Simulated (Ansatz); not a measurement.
Hf₂N:
```cif
data_Hf4N2
_chemical_formula_sum 'Hf4 N2'
_space_group_name_H-M_alt 'P 1'
_space_group_IT_number 1
_cell_length_a 5.32641
_cell_length_b 5.32641
_cell_length_c 3.24777
_cell_angle_alpha 90.000
_cell_angle_beta 90.000
_cell_angle_gamma 90.000
loop_
_space_group_symop_operation_xyz
  'x, y, z'
loop_
_atom_site_label
_atom_site_type_symbol
_atom_site_fract_x
_atom_site_fract_y
_atom_site_fract_z
_atom_site_occupancy
Hf1 Hf 0.29535 0.29535 0.00000 1
Hf2 Hf 0.70465 0.70465 0.00000 1
Hf3 Hf 0.20465 0.79535 0.50000 1
Hf4 Hf 0.79535 0.20465 0.50000 1
N1 N 0.00000 0.00000 0.00000 1
N2 N 0.50000 0.50000 0.50000 1
```

This is the r²SCAN-relaxed structure.

Problem. All from r²SCAN (plane waves, PAW; program Ansatz), unless another level is named. Estimate the electronic character.

Solution. metallic (no gap).

Problem. And the formation energy from the elements (no fitted shifts)?

Solution. -1.34 eV/atom.

Problem. Predict the density of states at the Fermi level.

Solution. 0.43 states/eV per atom (mean over ±0.08 eV).

Space group P4_2/mnm (anti-rutile). The workflow started from a Materials Project entry (that database holds measured and hypothetical structures alike); the Crystallography Open Database copy checked does not list it. Whether it is the stable phase at ambient conditions was not checked. The r²SCAN relaxation kept the symmetry of its start; whether a distortion lowers the energy is not shown. No spin polarisation was allowed. The references are the lowest solids computed at this level, not always the standard phases (solids in place of the gases). Scalar-relativistic: spin–orbit coupling is off unless named, which matters more the heavier the elements.

Potentials: the later of the program's two PAW sets.
